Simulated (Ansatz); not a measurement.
**Deforming HfB2**

```
CELL_PARAMETERS angstrom
3.14000 0.00000 0.00000
-1.57000 2.71932 0.00000
0.00000 0.00000 3.48000
ATOMIC_POSITIONS crystal
Hf 0.00000 0.00000 0.00000
B 0.33333 0.66667 0.50000
B 0.66667 0.33333 0.50000
```

Atom numbers follow the list: Hf1, B2, B3.

The cell comes from COD entry 1510711, which wasn't checked; take it as a given geometry.

No spin–orbit coupling, which matters for the heavy atoms here.

These are results of DFT, PBEsol, all-electron LAPW, scalar-relativistic in Ansatz 0.2.0, not measurements.

Settings: a Γ-centred 15×15×12 k mesh, Fermi–Dirac smearing of 0.03 eV, basis error target 1 meV/atom, no spin polarisation.

The unchanged cell is at -4.30 GPa.

In a metal, stresses and small energies carry noise from the k mesh.

x, y and z are the Cartesian axes of the cell as listed; fractional coordinates follow a strain, and an engineering shear is twice the off-diagonal strain component.

One change gave: energy change +10 meV/atom; stress change (xx, yy, zz, yz, xz, xy) 0.34, 0.30, 0.43, -5.12, -5.12, -5.24 GPa, compression positive. Which change was it?
A. equal xy, yz and zx engineering shear strains of +1 %
B. equal xy, yz and zx engineering shear strains of -1 %
C. equal xy, yz and zx engineering shear strains of -2 %
D. equal xy, yz and zx engineering shear strains of +2 %

D. For equal xy, yz and zx engineering shear strains of -2 %: energy change +10 meV/atom; stress change (xx, yy, zz, yz, xz, xy) 0.37, 0.30, 0.43, 5.37, 5.38, 5.48 GPa, compression positive; change of the force on B2 (-0.022, 0.004, -0.007) eV/Å. For equal xy, yz and zx engineering shear strains of -1 %: energy change +2 meV/atom; stress change (xx, yy, zz, yz, xz, xy) 0.09, 0.07, 0.11, 2.66, 2.66, 2.71 GPa, compression positive. For equal xy, yz and zx engineering shear strains of +1 %: energy change +2 meV/atom; stress change (xx, yy, zz, yz, xz, xy) 0.09, 0.07, 0.11, -2.60, -2.60, -2.65 GPa, compression positive.
